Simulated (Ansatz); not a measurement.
Al2Au:
```cif
data_Al8Au4
_chemical_formula_sum 'Al8 Au4'
_space_group_name_H-M_alt 'Fm-3m'
_space_group_IT_number 225
_space_group_name_Hall '-F 4 2 3'
_cell_length_a 6.01014
_cell_length_b 6.01014
_cell_length_c 6.01014
_cell_angle_alpha 90.000
_cell_angle_beta 90.000
_cell_angle_gamma 90.000
loop_
_atom_site_label
_atom_site_type_symbol
_atom_site_symmetry_multiplicity
_atom_site_Wyckoff_symbol
_atom_site_fract_x
_atom_site_fract_y
_atom_site_fract_z
_atom_site_occupancy
Al1 Al 8 c 0.25000 0.25000 0.25000 1
Au1 Au 4 a 0.00000 0.00000 0.00000 1
```
(The calculation used a cell of 3 atoms; values per cell refer to that cell.)

Relaxed with r²SCAN.

Problem. Which orbitals make up the states near the Fermi level in plane-wave PAW r²SCAN (Ansatz code)?

Solution. Within 0.5 eV of the Fermi level: Al 3p 73 %, Al 3s 8 %, Au 5d 6 %, outside the projected shells 11 %. Projections are on Löwdin-orthogonalised atomic valence shells; empty p or d shells of many metals are not among them.

Problem. Tabulate the density of states.

Solution. States/eV per cell of 3 atoms, in 0.25 eV bins, energy from the Fermi level.

```tsv
E (eV)	total	Au 5d	Al 3p	Al 3s
-7.85	0.76	0.28	0.20	0.18
-7.60	1.26	0.80	0.14	0.25
-7.35	4.21	2.91	0.44	0.80
-7.10	3.12	2.10	0.47	0.52
-6.85	2.29	1.74	0.35	0.16
-6.60	9.49	7.87	1.36	0.20
-6.35	3.22	2.85	0.30	0.01
-6.10	5.44	4.84	0.38	0.05
-5.85	9.68	8.80	0.45	0.06
-5.60	2.21	1.87	0.14	0.04
-5.35	0.40	0.21	0.09	0.05
-5.10	0.69	0.29	0.19	0.14
-4.85	1.10	0.36	0.37	0.27
-4.60	1.07	0.30	0.39	0.27
-4.35	0.89	0.21	0.35	0.22
-4.10	0.62	0.11	0.27	0.14
-3.85	0.62	0.10	0.28	0.15
-3.60	0.76	0.14	0.36	0.18
-3.35	0.80	0.14	0.39	0.19
-3.10	0.80	0.13	0.41	0.18
-2.85	0.81	0.12	0.43	0.18
-2.60	0.79	0.11	0.44	0.17
-2.35	0.80	0.10	0.47	0.16
-2.10	1.26	0.14	0.88	0.15
-1.85	1.23	0.13	0.86	0.14
-1.60	1.18	0.12	0.83	0.14
-1.35	1.15	0.11	0.81	0.13
-1.10	1.10	0.10	0.79	0.12
-0.85	1.05	0.09	0.76	0.11
-0.60	1.02	0.08	0.74	0.10
-0.35	0.96	0.07	0.71	0.09
-0.10	0.91	0.06	0.67	0.07
0.15	0.87	0.05	0.64	0.06
0.40	0.68	0.04	0.49	0.05
0.65	0.52	0.03	0.35	0.05
0.90	0.41	0.02	0.26	0.04
1.15	0.34	0.02	0.21	0.03
1.40	0.28	0.01	0.16	0.03
1.65	0.34	0.03	0.13	0.11
1.90	0.54	0.06	0.14	0.25
2.15	0.78	0.09	0.21	0.37
2.40	0.99	0.10	0.30	0.43
2.65	1.23	0.11	0.42	0.47
2.90	1.49	0.11	0.55	0.54
3.15	1.85	0.11	0.75	0.66
3.40	1.66	0.08	0.67	0.58
3.65	0.96	0.04	0.39	0.27
3.90	0.55	0.02	0.21	0.08
4.15	1.47	0.08	0.73	0.27
4.40	2.54	0.15	1.45	0.45
4.65	1.80	0.09	1.02	0.30
```

The cell was relaxed with r²SCAN under the symmetry of its start. Spin–orbit coupling is left out wherever it is not named.

Potentials: the later of the program's two PAW sets.
